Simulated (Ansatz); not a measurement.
**Data sheet: Ta₂Mo₂O₁₁ (DFT)**

Ta₂Mo₂O₁₁:
```cif
data_Mo6O33Ta6
_chemical_formula_sum 'Ta6 Mo6 O33'
_space_group_name_H-M_alt 'R-3m :H'
_space_group_IT_number 166
_space_group_name_Hall '-R 3 2"'
_cell_length_a 5.64539
_cell_length_b 5.64539
_cell_length_c 25.65366
_cell_angle_alpha 90.000
_cell_angle_beta 90.000
_cell_angle_gamma 120.000
loop_
_atom_site_label
_atom_site_type_symbol
_atom_site_symmetry_multiplicity
_atom_site_Wyckoff_symbol
_atom_site_fract_x
_atom_site_fract_y
_atom_site_fract_z
_atom_site_occupancy
Ta1 Ta 6 c 0.00000 0.00000 0.37202 1
Mo1 Mo 6 c 0.00000 0.00000 0.11298 1
O1 O 18 h 0.17158 0.34317 0.08905 1
O2 O 6 c 0.00000 0.00000 0.17922 1
O3 O 9 e 0.00000 0.50000 0.00000 1
```
(The calculation used a cell of 15 atoms; values per cell refer to that cell.)

Space group R-3m (No. 166); conventional cell a = 5.6454 Å, b = 5.6454 Å, c = 25.6537 Å, α = 90.00°, β = 90.00°, γ = 120.00°.

Method: plane-wave PAW r²SCAN (Ansatz code). The cell and atoms are relaxed at this level. Other levels are named where they apply.

Cell and energy:

- Volume per atom: 15.73 Å³
- Density: 5.13 g/cm³
- Formation energy from the elements (no fitted shifts): -2.53 eV/atom

Electronic structure:

- Band gap = 3.10 eV (smallest direct gap 3.10 eV)
- Valence-band maximum = at T
- Conduction-band minimum = at Γ

The workflow started from a Materials Project entry (that database holds measured and hypothetical structures alike); the Crystallography Open Database copy checked does not list it. Whether it is the stable phase at ambient conditions was not checked. The cell was relaxed with r²SCAN under the symmetry of its start; its stability against distortions is not shown here. No spin polarisation was allowed. No Hubbard U is applied. A crystal of weakly bound layers computed without a dispersion correction: the cell and the soft elastic constants depend strongly on that. The references are the lowest solids computed at this level, not always the standard phases (solids in place of the gases). Spin–orbit coupling is left out wherever it is not named.

Potentials: the later of the program's two PAW sets.
